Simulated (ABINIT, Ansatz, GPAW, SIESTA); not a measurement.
**In3As: 5 runs at one level of theory**

```
CELL_PARAMETERS angstrom
4.67168 0.00000 0.00000
0.00000 4.67168 0.00000
0.00000 0.00000 4.67168
ATOMIC_POSITIONS crystal
In 0.50000 0.50000 0.00000
In 0.50000 0.00000 0.50000
In 0.00000 0.50000 0.50000
As 0.00000 0.00000 0.00000
```

The cell comes from a database or a generator and needn't be the stable form of this composition.

Alike in all runs: task single point; functional PBEsol; k mesh 6 × 6 × 6; occupations fermi-dirac, width 0.05 eV; no spin polarisation; no spin-orbit coupling. A missing gap at this level doesn't show that the real crystal is a metal. Pressure is positive in compression and, in plane waves, holds the error of the finite cutoff, which Ansatz's Pulay term estimates and takes out.

```
                                                                                      program and potentials  plane-wave cutoff (eV)                                                                                                                              notes  band gap (eV)  pressure (GPa)
                                                                                          Ansatz, Ansatz PAW                     420  potentials made for PBE, which Ansatz adapts in part; 13.5 valence electrons an atom on average; Pulay term of +0.03 GPa included         no gap           -2.39
                                                             ABINIT, PseudoDojo NC SR PBEsol v0.4.1 standard                    1143                                                                                          13.5 valence electrons an atom on average         no gap           -2.36
                                                              Ansatz, all-electron LAPW, scalar-relativistic                       -                                                                                                                                  -         no gap           -2.38
SIESTA, files PseudoDojo sr-pbesol-0.4.1-standard, DZP (energy shift 0.003 Ry; two zetas on semicore shells)                       -                                                                            atomic basis; 13.5 valence electrons an atom on average         no gap           -1.46
                                                           GPAW, PAW data sets generated for this functional                     600                                                                                            11 valence electrons an atom on average         no gap           -2.67
```

None finds a gap. The pressure spans -2.67 (GPAW, PAW data sets generated for this functional) to -1.46 GPa (SIESTA, files PseudoDojo sr-pbesol-0.4.1-standard, DZP (energy shift 0.003 Ry; two zetas on semicore shells)), with all-electron results at -2.38. Rows in atomic bases carry the error of their basis and grid, which can be large.

Differences between rows come from potentials, basis sets and numerical settings, since the functional is the same but for its coding. Runs on potential files found faulty are left out.
